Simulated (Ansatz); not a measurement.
The computed numbers are results of PBE+U (U_eff = 6 eV on X's open shell), scalar-relativistic (collinear spin) in the plane-wave PAW code Ansatz at 420 eV, Γ-centred 8×8×8 mesh, 0.05 eV Gaussian smearing; PAW files: Ansatz's generated set soft_2.

The calculation on XRu3, where X is one element, gave:

```json
{
 "Space group": "Pm-3m (No. 221)",
 "Conventional cell": "a = 4.068 Å, b = 4.068 Å, c = 4.068 Å, α = 90.00°, β = 90.00°, γ = 90.00°",
 "Volume": "16.83 Å³/atom",
 "Band gap": "zero (metallic)",
 "Density of states at the Fermi level": "1.5 states/(eV·atom)",
 "Magnetic state": "ferromagnetic",
 "Site spin moments": "X 7.03; Ru -0.36 μB",
 "Spin moment of the cell": "6.06 μB",
 "Bader charges": "X 1.28; Ru -0.43 e",
 "f electrons (orthogonalised atomic orbitals)": "X 7.06",
 "Bulk modulus (Birch–Murnaghan)": "168 GPa",
 "Pressure derivative B0′": "4.6"
}
```

Sites: X on 1a, Ru on 3c.

Task: Which element is X?
A. Gd
B. Eu
C. Dy
D. Sm

Result: A. X is Gd, so the compound is GdRu3.

This is a trial structure made by placing the elements on a prototype's sites, so it needn't be the stable form.

Spin–orbit coupling, which matters for such heavy elements, is left out. The run wasn't fully tested for a lower electronic state. Site moments are of spin, integrated over atomic spheres. The moments were started parallel, and the real magnetic order may be another.
